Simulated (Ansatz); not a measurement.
V2O5:
```
CELL_PARAMETERS angstrom
      5.50708     1.43305     0.00000
     -5.50708     1.43305     0.00000
     -0.39869     0.00000     5.23142
ATOMIC_POSITIONS crystal
  V  0.14291 0.85709 0.36286
  V  0.85709 0.14291 0.63714
  O  0.00000 0.00000 0.50000
  O  0.61787 0.38213 0.16474
  O  0.38213 0.61787 0.83526
  O  0.30898 0.69102 0.36984
  O  0.69102 0.30898 0.63016
```

Relaxed with r²SCAN+D4.

Question: Give the Bader charges and basin volumes of the independent atoms, r²SCAN+D4 in the plane-wave PAW code Ansatz.

Answer: 

```
atom  Bader charge (e)  Bader volume (Å³)
----  ----------------  -----------------
V1               +2.35                6.3
O3               -0.91               13.1
O4               -0.89               15.6
O6               -1.00               12.7
```

Space group C2/m. The workflow started from a Materials Project entry (that database holds measured and hypothetical structures alike); the Crystallography Open Database copy checked does not list it. COD files the formula under space group No. 31, 59. Its standing as an ambient phase is unchecked. Symmetry was held in the r²SCAN+D4 relaxation; whether a distortion lowers the energy is not shown. The run is not spin-polarised. No Hubbard U is applied.

Potentials: the later of the program's two PAW sets.
